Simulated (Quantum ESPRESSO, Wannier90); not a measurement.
**Tight-binding from DFT: SrO (rock salt)**

```
SrO
1.0
    0.00000     2.58379     2.58379
    2.58379     0.00000     2.58379
    2.58379     2.58379     0.00000
Sr O
1 1
Direct
  0.50000   0.50000   0.50000
  0.00000   0.00000   0.00000
```

Structure: Materials Project mp-2472, symmetrised, not relaxed again. COD (Crystallography Open Database) has an entry of this formula and space group (matched by these alone). Computed values, not measurements, from PBEsol: Quantum ESPRESSO (norm-conserving PseudoDojo potentials, cutoff 68 Ry, no spin polarisation, no spin-orbit coupling) on a Γ-centred 10×10×10 mesh, then Wannier90. Density: 10×10×10 mesh, cold smearing 0.01 Ry.

Base run: 9 functions from bands 6-22 of the 22 computed, start hydrogen-like Sr: s;d; O: p, frozen window up to 4.73 eV relative to the valence-band maximum, outer window open. One setting was then changed (edges relative to the valence-band maximum; misfit to pw.x on a path, for states up to 4.2 eV relative to the valence-band maximum).

```tsv
run	Ω_I (Å²)	rms misfit (meV)	worst (meV)
base	14.11	13	103
changed	15.16	7.4	53
```

### Question
Which change was made?
(A) only the lowest 13 of the kept bands
(B) frozen window to 2.73 eV
(C) frozen window to 3.73 eV
(D) no frozen window
(E) frozen window to 4.23 eV

### Answer
A, only the lowest 13 of the kept bands. The others give:

```tsv
run	Ω_I (Å²)	rms misfit (meV)	worst (meV)
frozen window to 3.73 eV	13.46	126	1173
frozen window to 4.23 eV	13.68	34	323
frozen window to 2.73 eV	13.23	683	2951
no frozen window	12.09	1343	3266
```
